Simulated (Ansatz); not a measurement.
Given:

ZrMo:
Space group Pm-3m (No. 221); a = b = c = 3.341 Å, α = β = γ = 90.00°

```json
[
 {"atom": "Mo", "site": "1a", "symmetry": "m-3m", "x": "0.0000", "y": "0.0000", "z": "0.0000"},
 {"atom": "Zr", "site": "1b", "symmetry": "m-3m", "x": "0.5000", "y": "0.5000", "z": "0.5000"}
]
```

This is the PBE-relaxed structure.

### Question
All from DFT-PBE in the program Ansatz with PAW potentials, unless another level is named. Predict the density of states at the Fermi level.

### Answer
2.0 states/eV per atom (mean over ±0.08 eV).

### Question
Predict the gap with spin–orbit coupling.

### Answer
none (metallic).

The start of the workflow was typed in or built on a structure type; neither database checked (COD, Materials Project) lists it. Its standing as an ambient phase is unchecked. The PBE relaxation kept the symmetry of its start; its stability against distortions is not shown here. The run is not spin-polarised. Spin–orbit coupling is left out wherever it is not named.

Potentials: the earlier of the program's two PAW sets.
